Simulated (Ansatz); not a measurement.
Computed with DFT PBE, scalar-relativistic, plane waves, PAW (Ansatz). All cells share a 420 eV cutoff and Γ-centred k meshes spaced about 0.3 Å⁻¹ or finer (0.25 for metals, 2π included). No spin polarisation.

This relaxed SnO₃ cell comes from a structure search over trial cells.

```xyz
8
Lattice="4.2543 0.0000 0.0122 0.0000 3.1660 0.0000 -0.9495 0.0000 7.7664" Properties=species:S:1:pos:R:3 pbc="T T T"
Sn    0.5862    0.7915    5.0503
Sn    2.7185    2.3745    2.7283
O     1.3820    2.3745    6.2881
O    -0.2180    2.3745    6.2780
O     0.5904    2.3745    3.6032
O     1.9228    0.7915    1.4905
O     3.5228    0.7915    1.5006
O     2.7143    0.7915    4.1754
```

Wave vectors count in units of this cell's reciprocal vectors.

**Question.** Does it survive phonon and random-displacement tests?

**Answer.** No. The phonons on a 2×2×1 q mesh of the computed 8-atom cell go imaginary, to 273i cm⁻¹ at q = (0.00, 0.00, 0.00). With atoms moved at random and symmetry off, it falls by 44 meV/atom into P-1 (No. 2). Conventional cell: a = 3.440 Å, b = 4.095 Å, c = 8.214 Å, α = 77.8°, β = 89.2°, γ = 87.3°. Sn is surrounded by 2 O at 2.03 Å, 4 O at 2.21–2.23 Å and 2 O at 2.52–2.53 Å; around O on its first site lie 1 O at 1.53 Å, 1 Sn at 2.03 Å and 1 Sn at 2.52 Å; O on its second site is surrounded by 1 O at 1.53 Å, 1 Sn at 2.03 Å and 1 Sn at 2.53 Å; O on its third site has 4 Sn at 2.21–2.23 Å.

```cif
data_structure
_symmetry_space_group_name_H-M 'P-1'
_symmetry_Int_Tables_number 2
_cell_length_a 3.4401
_cell_length_b 4.0949
_cell_length_c 8.2142
_cell_angle_alpha 77.779
_cell_angle_beta 89.157
_cell_angle_gamma 87.254
_cell_volume 112.96
loop_
_atom_site_label
_atom_site_type_symbol
_atom_site_symmetry_multiplicity
_atom_site_Wyckoff_symbol
_atom_site_fract_x
_atom_site_fract_y
_atom_site_fract_z
_atom_site_occupancy
Sn1 Sn 2 i 0.25178 0.31019 0.35868 1
O1 O 2 i 0.83863 0.54841 0.19698 1
O2 O 2 i 0.66721 0.21099 0.19607 1
O3 O 2 i 0.74957 0.23444 0.53623 1
```

Weakly bound directions are ill-defined at this level, which has no dispersion term.
